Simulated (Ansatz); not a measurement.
Ansatz (a program for electronic structure) input:

Ansatz 0.2 input:
```yaml
crystal:
  lattice:
    - [3.1717342184, 0.0, 0.0]
    - [-1.5858671092, 2.7468024072, 0.0]
    - [0.0, 0.0, 12.5525086887]
  atoms:
    - { symbol: W, position: [0.3333333333, 0.6666666667, 0.75] }
    - { symbol: W, position: [0.6666666667, 0.3333333333, 0.25] }
    - { symbol: S, position: [0.3333333333, 0.6666666667, 0.1256855103] }
    - { symbol: S, position: [0.6666666667, 0.3333333333, 0.8743144897] }
    - { symbol: S, position: [0.6666666667, 0.3333333333, 0.6256855103] }
    - { symbol: S, position: [0.3333333333, 0.6666666667, 0.3743144897] }
kpoints:
  mp_grid: { grid: [10, 10, 3] }
hamiltonian:
  xc: r2scan
  dispersion: d4
  pseudopotentials: { kind: paw }
scf:
  occupations: { method: fixed }
checkpoint: { read: static.run }
output: { write_density: true, elf: true, volumetric_format: npy }
```

Output (shortened):

```
Pseudopotential: W, paw, valence charge 14
Pseudopotential: S, paw, valence charge 6
Functional definition: r2SCAN
Crystal: 6 atoms, lattice volume = 109.359 Å³
Basis set: ecut = 500 eV, 2763 PW (Γ), exchange–correlation on 96×96×384 points (64 copies of the dense FFT grid, shifted against one another)
Bands: 32, of which v1, the nominal top of the filled ones, is band 26 counted from 1 (25 counted from 0)
Symmetry: 24 space group operations
Space group: P63/mmc (ITA 194), of the structure as read, at distance tolerance 4.8e-5 Å
k-points: 28 of 300
Stability of the state it starts from, as read at its close in the unpolarized treatment …
iter 1 solved again at ethr=1.56e-7 eV; its pass at ethr=3.10e-3 eV (dr2=8.09e-5 eV) is discarded
SCF iter   1: F=—  HF=-24424.216781 eV  |F-HF|=—  |Δ(HF+E_count)|=         —  Δρ=6.42e-7  dr2=7.23e-10  dr2_τ=2.19e-11  ethr=1.56e-7  ⟨swp⟩=4.1  Hψ=6214  notcnv=0  defer=109
preconditioner: auto → Resta (q_TF=auto, 2.410 Å⁻¹)
SCF iter   2: F=-24424.216781 eV  HF=-24424.216781 eV  |F-HF|=8.73e-11  |Δ(HF+E_count)|=   4.07e-8  Δρ=3.64e-7  dr2=1.78e-10  dr2_τ=3.41e-11  ethr=1.39e-12  ⟨swp⟩=11.6  Hψ=4895  notcnv=0
SCF 1 converged in 2 iterations: F = -24424.216781 eV  dr2 = 1.78e-10
SCF converged after 2 iterations
Free energy (F): -24424.216781 eV
Harris-Foulkes:  -24424.216781 eV  (|F-HF|=8.73e-11)
Internal energy: -24424.216781 eV  (E = F + TS)
E sigma→0 (E₀):  -24424.216781 eV
Fermi energy:    11.131068 eV
--- Per-component energies (eV) ---
  E_band       = -436.991594
  E_kinetic    = 1334.051403
  E_local      = -3683.315551  (includes V_loc(G=0)·N_el)
  E_nonlocal   = 115.570380
  E_hartree    = 1469.909015
  E_xc         = -867.012011
  E_vxc        = -900.419330  (∫ρ·V_xc dr)
  E_paw        = -19624.433021  (= ΣΔE_a)
  E_vpaw       = -287.216296  (= ΣTr[D̂ρ^β])
  E_aug_tail   = -0.000096  (compensation charges beyond the density's cutoff)
  E_vtau       = 44.519962  (kinetic-family band-sum trace: ∫τ·v_τ [+ j·A + Jᵃ·Aᵃ] dr)
  E_ewald      = -3166.443285
  E_disp       = -0.928651  (pairwise vdW)
  E_core_change = -1.614965  (= ΣΔE_core)
  E_smearing   =  0.000000  (= −TS)
  E_closure    = 0.000000  (closes the sum)
  Σ components = -24424.216781   (vs F -24424.216781, Δ=0.00e0)
  [band-id]    e_kinetic+e_local+e_nonlocal+2·e_hartree+e_vxc+e_vpaw+e_augmentation_tail+e_vtau = -436.991497   (vs E_band -436.991594, Δ=9.72e-5)
--- Band table (eV; the first three rows and the last of 28) ---
  k-point 0: bands = ["-65.3898", "-65.3898", "-29.0334", "-29.0334", "-28.8672", "-28.8672", "-28.8672", "-28.8672", "-5.1591", "-4.9817", "-3.4940", "-3.1500", "3.3464", "4.2580", "7.3101", "7.4128", "7.4128", "7.4243", "7.4243", "8.6929", "8.6929", …
  k-point 1: bands = ["-65.3898", "-65.3898", "-29.0334", "-29.0334", "-28.8672", "-28.8672", "-28.8672", "-28.8672", "-5.1198", "-5.0319", "-3.4039", "-3.2328", "3.5383", "3.9829", "7.4156", "7.4156", "7.4213", "7.4213", "7.7452", "8.6605", "8.7032", …
  k-point 2: bands = ["-65.3879", "-65.3879", "-29.0267", "-29.0267", "-28.9034", "-28.9034", "-28.8756", "-28.8756", "-4.9861", "-4.8088", "-3.4247", "-3.0959", "3.5509", "4.4608", "6.9831", "7.0055", "7.0181", "7.5758", "7.5941", "8.0672", "8.4288", …
  k-point 27: bands = ["-65.3679", "-65.3679", "-29.1597", "-29.1597", "-29.0812", "-29.0812", "-28.9553", "-28.9553", "-2.5722", "-2.5532", "-2.4226", "-2.4038", "4.4614", "4.5195", "4.6441", "4.6700", "5.9486", "5.9535", "6.2815", "6.3734", "6.9725", …
```

Cost: around 13 core-seconds (rough) on shared cores.

Space group P6_3/mmc. The cell was relaxed with r²SCAN+D4 under the symmetry of its start; phonons on a q-mesh show no instability. The run is not spin-polarised. Spin–orbit coupling is left out wherever it is not named.

Potentials: the later of the program's two PAW sets.

Ansatz is a plane-wave DFT program.
